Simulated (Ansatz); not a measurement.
SiGe:
```xyz
8
Lattice="3.9250 0.0000 0.0000 0.0000 3.9224 0.0000 0.0000 0.0000 11.0821" Properties=species:S:1:pos:R:3 pbc="T T T"
Si     0.9813     0.0000     3.5431
Si     0.9813     1.9612     4.8733
Si     2.9438     1.9612     6.2088
Si     2.9438     0.0000     7.5390
Ge     0.9813     0.0000     8.9205
Ge     0.9813     1.9612    10.3642
Ge     2.9438     1.9612     0.7180
Ge     2.9438     0.0000     2.1616
```

Relaxed with PBEsol. The program Ansatz at the PBEsol level (PAW) gives a gap of 0.25 eV.

Task: What gap does HSE06 give on the same cell (Ansatz, PAW)?

Result: 0.90 eV, 0.65 eV more. The hybrid was solved on a coarser mesh and at special points; its gap is the smallest among all of these.

| k | v1 PBEsol | c1 PBEsol | v1 HSE06 | c1 HSE06 |
|---|---|---|---|---|
| Γ | 0.00 | 0.33 | (withheld) | (withheld) |
| X | -1.10 | 0.73 | (withheld) | (withheld) |
| Z | -0.70 | 0.25 | -0.70 | 0.90 |
| U | -1.10 | 1.65 | -1.18 | 2.41 |
| Y | -1.08 | 0.69 | -1.17 | 1.43 |
| S | -3.02 | 0.58 | (withheld) | (withheld) |
| T | -1.09 | 1.70 | -1.17 | 2.47 |
| R | -3.47 | 1.55 | (withheld) | (withheld) |

Task: Top valence (v1) and lowest conduction level (c1) in eV from each method's valence maximum (which need not be a listed point): supply the withheld HSE06 values.

Result: 
- S, v1 HSE06: -3.28
- S, c1 HSE06: 1.23
- R, v1 HSE06: -3.72
- R, c1 HSE06: 2.25
- X, v1 HSE06: -1.17
- X, c1 HSE06: 1.47
- Γ, v1 HSE06: 0.00
- Γ, c1 HSE06: 0.99

Cost on shared cores: the PBEsol run (SCF on a 7×7×3 mesh, then bands and DOS) roughly 90 core-seconds, the HSE06 run (SCF on 4×4×2, then a few points) around 2.8 core-minutes (rough); the tasks are unlike.

Space group Pmma. The start of the workflow was typed in or built on a structure type; neither database checked (COD, Materials Project) lists it. Its standing as an ambient phase is unchecked. The PBEsol relaxation kept the symmetry of its start; of distortions, only those at the zone centre were tested. Spin–orbit coupling is left out wherever it is not named.

Potentials: the later of the program's two PAW sets.
